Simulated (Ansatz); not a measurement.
**Tl (diamond): energy against volume**

Theory: DFT, LDA (PW92), plane waves (420 eV) with PAW, scalar-relativistic in Ansatz 0.2.0. The PAW files were generated under PBE, with cores re-solved for the functional.

The cell is scaled uniformly from the relaxed one, with fractional coordinates and shape fixed. Energies are extrapolated to zero smearing, pressures are those at the given smearing. Magnetic state: spin not included.

A Birch-Murnaghan fit gives V₀ = 38.38 Å³/atom, B₀ = 24 GPa, B₀′ = 5.2.

(1) What are the energy above the minimum and the pressure at 36.878 Å³/atom?

(2) What are the energy above the minimum and the pressure at 41.488 Å³/atom?

(3) What are the energy above the minimum and the pressure at 43.025 Å³/atom?

Answers

(1) 4.8 meV/atom and 1.10 GPa as computed.

(2) 15.7 meV/atom and -1.46 GPa as computed.

(3) 32.6 meV/atom and -1.97 GPa as computed.
